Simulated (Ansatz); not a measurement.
HfO2:
```xyz
3
Lattice="0.0000 2.5490 2.5490 2.5490 0.0000 2.5490 2.5490 2.5490 0.0000" Properties=species:S:1:pos:R:3 pbc="T T T"
Hf     0.0000     0.0000     0.0000
O      3.8236     3.8236     3.8236
O      1.2745     1.2745     1.2745
```

Relaxed with PBE. Special points in fractions of this cell's reciprocal vectors: Γ (0.000, 0.000, 0.000); X (0.500, 0.000, 0.500); U (0.625, 0.250, 0.625); K (0.375, 0.375, 0.750); L (0.500, 0.500, 0.500); W (0.500, 0.250, 0.750).

Question: List the band energies nearest the valence-band maximum at these points for PBE with spin–orbit coupling (plane waves, PAW; program Ansatz).

Answer: In eV from the valence-band maximum; about four levels below and three above (degenerate sets whole), none deeper than 8.9 eV; points with the same levels are listed once.

```tsv
k	below	above
Γ	-0.56 -0.56 -0.56 -0.56	3.86 3.86 3.86 3.86
X	-1.52 -1.52 0.00 0.00	3.75 3.75 5.37 5.37
U	-1.34 -1.34 -0.33 -0.33	4.26 4.26 5.32 5.32
L	-1.92 -1.92 -1.70 -1.70	4.43 4.43 4.67 4.67
W	-1.41 -1.41 -0.20 -0.20	4.74 4.74 5.06 5.06
```

Space group Fm-3m (fluorite). This is a known high-temperature phase of the composition, computed here at zero pressure and temperature. The PBE relaxation kept the symmetry of its start; whether a distortion lowers the energy is not shown. The run is not spin-polarised.

Potentials: the earlier of the program's two PAW sets.
